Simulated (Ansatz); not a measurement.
B2Ru: settings compared (Ansatz)

Input:

```yaml
crystal:
  lattice:
    - [4.71523713, 0.0, 0.0]
    - [0.0, 2.90832172, 0.0]
    - [0.0, 0.0, 4.10616452]
  atoms:
    - { symbol: B, position: [0.059, 0.25, 0.639] }
    - { symbol: B, position: [0.441, 0.25, 0.639] }
    - { symbol: B, position: [0.559, 0.75, 0.361] }
    - { symbol: B, position: [0.941, 0.75, 0.361] }
    - { symbol: Ru, position: [0.25, 0.25, 0.1508] }
    - { symbol: Ru, position: [0.75, 0.75, 0.8492] }
  symmetry: { tolerance: 0.0003 }
kpoints:
  mp_grid: { grid: [4, 6, 5], shift: [0, 0, 0] }
magnetization:
  spin_polarized: false
scf:
  occupations: { method: fermi_dirac }
hamiltonian:
  pseudopotentials: { kind: paw }
  xc: pbesol
basis:
  ecutwfc: 420
output:
  forces: true
  stress: true
  eigenvalues: true
  write_density: true
  write_potential: true
  elf: true
  volumetric_format: npy
```

The command:

```bash
ansatz run input.yaml --threads 1 --pin off --max-ram 2560MiB --backend cpu --events-out ev --progress --plain --runs-dir out
```

Origin of the cell: a database entry, scaled a little.

The smearing width isn't typed, so it takes its default of 0.1 eV.

Output of this run (shortened):

```
Pseudopotentials: kind: paw
Pseudopotential: B, paw, valence charge 3, recommended cutoff 420 eV (normal), B.paw.azcp
Pseudopotential: Ru, paw, valence charge 16, recommended cutoff 420 eV (normal), Ru.paw.azcp
Functional definition: PBEsol
  exchange = pbesol_x
  correlation = pbesol_c
Crystal: 6 atoms, lattice volume = 56.310 Å³
Basis set: ecut = 420 eV, 1111 PW (Γ), exchange–correlation on 64×40×60 points (8 copies of the dense FFT grid, shifted against one another)
Bands: 28, of which v1, the nominal top of the filled ones, is band 22 counted from 1 (21 counted from 0)
Symmetry: 8 space group operations
Space group: Pmmn (ITA 59), of the structure as read, at distance tolerance 1.1e-3 Å
k-points: 36 of 120
[… 4 lines left out …]
Initial density: superposition of atomic densities (neutral atoms: chi_scale 0, normalization atom), corrected by the library's trained network
Functional: x = pbesol(κ = 0.804, μ = 0.123457), c = pbesol(β = 0.046)
SCF iter   1: F=—  HF=-12245.430071 eV  Δρ=7.28e-3  dr2=1.97e-2
SCF iter   2: F=—  HF=-12245.426853 eV  Δρ=3.90e-3  dr2=7.48e-3
SCF iter   3: F=—  HF=-12245.424855 eV  Δρ=5.37e-4  dr2=2.33e-4
SCF iter   4: F=—  HF=-12245.424801 eV  Δρ=1.10e-4  dr2=4.82e-6
SCF iter   5: F=—  HF=-12245.424871 eV  Δρ=3.25e-5  dr2=6.04e-7
SCF iter   6: F=-12245.424871 eV  HF=-12245.424871 eV  Δρ=9.72e-6  dr2=5.77e-8
SCF 1 converged in 6 iterations: F = -12245.424871 eV  dr2 = 5.77e-8
SCF converged after 6 iterations
Free energy (F): -12245.424871 eV
Harris-Foulkes:  -12245.424871 eV  (|F-HF|=2.25e-8)
Internal energy: -12245.378530 eV  (E = F + TS)
E sigma→0 (E₀):  -12245.401700 eV
Entropy (-TS):   -0.046340 eV (-7.723 meV/atom)
Fermi energy:    16.576978 eV
--- Per-component energies (eV) ---
  E_band       = -228.811169
  E_kinetic    = 1215.213313
  E_local      = -3493.588685  (includes V_loc(G=0)·N_el)
  E_nonlocal   = 733.477308
  E_hartree    = 1199.477210
  E_xc         = -505.949867
  E_vxc        = -628.650474  (∫ρ·V_xc dr)
  E_paw        = -7099.830853  (= ΣΔE_a)
  E_vpaw       = -454.213739  (= ΣTr[D̂ρ^β])
  E_aug_tail   = -0.000432  (compensation charges beyond the density's cutoff)
  E_ewald      = -4294.741960
  E_core_change = 0.565436  (= ΣΔE_core)
  E_smearing   = -0.046340  (= −TS)
  Σ components = -12245.424871   (vs F -12245.424871, Δ=0.00e0)
--- Forces (eV/Å), atoms counted from 1 ---
  atom   1  B     -0.417390     0.000000    -0.122385
  atom   2  B      0.417390     0.000000    -0.122385
  atom   3  B     -0.417390     0.000000     0.122385
  atom   4  B      0.417390     0.000000     0.122385
  atom   5  Ru     0.000000     0.000000     0.622040
  atom   6  Ru     0.000000     0.000000    -0.622040
  max |Σ_I F_I| component: 1.67e-16 eV/Å
--- Stress (GPa, compression-positive) ---
      -15.368328       0.000000       0.000000
        0.000000     -16.650284       0.000000
        0.000000       0.000000     -19.005396
  P = ⅓ Tr σ = -17.0080 GPa (-170.080 kbar)
```

The same input was run again with these changes:

1. `scf.n_extra_bands` default → 2
2. `scf.initial_density.chi_scale` default → 0.1; `basis.ecutwfc` 420 → "18.4 Ry"
3. `scf.occupations.method` fermi_dirac → methfessel_paxton; `scf.occupations.width` default → 0.001; `scf.algorithm` default → direct_min; `scf.mixing.algorithm` default → anderson; `scf.mixing.beta` default → 0.3
4. `crystal.symmetry` { tolerance: 0.0003 } → { detect: false }; `scf.occupations.method` fermi_dirac → methfessel_paxton; `scf.occupations.width` default → 0.05; `scf.eigensolver.kind` default → davidson; `basis.precision` default → f64

```
 run        end  SCF iterations  P (GPa)  max force component (eV/Å)  moment (μB)  ΔE(σ→0) (meV/atom)
base  converged               6   -17.01                       0.622            –                   0
   1  converged               6   -17.01                       0.622            –                0.00
   2  converged               8   -17.68                       0.617            –              607.12
   3  converged               7   -17.11                       0.692            –               -0.02
   4  converged               6   -17.12                       0.703            –               -0.06
```

Energies are compared only where functional, datasets, charge and starting cell are the same.

Not properties of the system: run 2 (too coarse or loose: `basis.ecutwfc` = "18.4 Ry").

Caveats of the base run: no moments, though an odd count or open d shells may carry them; the k mesh is coarse if the cell is a metal.

Run 2: the cutoff lies below the datasets' advice.

Time of the base run: 2.1 s on 1 thread of AMD EPYC 9R14 (Zen 4), on a shared host, peak memory 0.41 GiB, from the program's own first density.
